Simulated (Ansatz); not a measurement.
Ge: tetragonal deformation path

Theory: Ansatz, DFT r2SCAN, scalar-relativistic, plane waves, PAW. Cutoff 300 eV, Γ-centred 6×6×6 k-points, Gaussian smearing of 0.05 eV. The mesh is coarse. The cutoff lies under the one recommended for these potentials. No spin polarisation. Energies are free energies at this smearing, counted from the undisturbed cell; pressure is positive in compression.

The starting cell (as given, not relaxed at this level; it stands at 0.5 GPa):

```
Ge
1.0
     0.00000    2.82877    2.82877
     2.82877    0.00000    2.82877
     2.82877    2.82877    0.00000
Ge
2
Direct
  0.50000 0.50000 0.50000
  0.75000 0.75000 0.75000
```

At fixed volume and fractional coordinates, lengths along (0.000, 0.000, 1.000) are scaled against those across it; ρ is that ratio over its starting value.

| ρ | ΔE (meV/atom) | gap on the mesh (eV) |
| --- | --- | --- |
| 0.650 | 332.7 | 0.00 |
| 0.707 | 252.3 | 0.00 |
| 0.780 | 158.2 | 0.00 |
| 0.850 | 81.5 | 0.00 |
| 0.920 | 23.7 | 0.00 |
| 0.960 | 6.3 | 0.21 |
| 1.000 | 0.0 | 0.44 |
| 1.050 | 9.8 | 0.27 |
| 1.100 | 38.9 | 0.00 |
| 1.200 | 147.1 | 0.00 |
| 1.300 | 281.8 | 0.00 |
| 1.414 | 447.3 | 0.00 |
| 1.500 | 539.4 | 0.00 |

Where the gap reads zero the k-mesh, chosen for the insulator, is on the coarse side.

Cost: 13 runs of about 0.8 core-minutes in all, on Intel Xeon Processor @ 2.50GHz (Skylake/Cascade Lake) (shared hosts).